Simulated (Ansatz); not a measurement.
GaSe:
```
CELL_PARAMETERS angstrom
      3.71099     0.00000     0.00000
     -1.85549     3.21381     0.00000
      0.00000     0.00000    15.73941
ATOMIC_POSITIONS crystal
  Ga 0.33333 0.66667 0.17363
  Ga 0.66667 0.33333 0.67363
  Ga 0.66667 0.33333 0.82637
  Ga 0.33333 0.66667 0.32637
  Se 0.33333 0.66667 0.59974
  Se 0.66667 0.33333 0.09974
  Se 0.66667 0.33333 0.40026
  Se 0.33333 0.66667 0.90026
```

The program Ansatz at the LDA level (PAW) gives a gap of 0.85 eV without spin–orbit coupling, maximum at Γ, minimum at Γ.

Task: What happens when spin–orbit coupling is switched on?

Result: The gap decreases by 0.02 eV, to 0.83 eV; maximum at Γ, minimum at Γ.

Task: Give the electron effective mass with spin–orbit coupling.

Result: 0.086, 0.11, 0.11 mₑ (principal values).

Task: Give the hole effective mass with spin–orbit coupling.

Result: 0.074, 1.0, 1.0 mₑ (principal values).

Space group P6_3/mmc. The LDA relaxation kept the symmetry of its start. A crystal of weakly bound layers computed without a dispersion correction: the cell and the soft elastic constants depend strongly on that.

Potentials: the later of the program's two PAW sets.
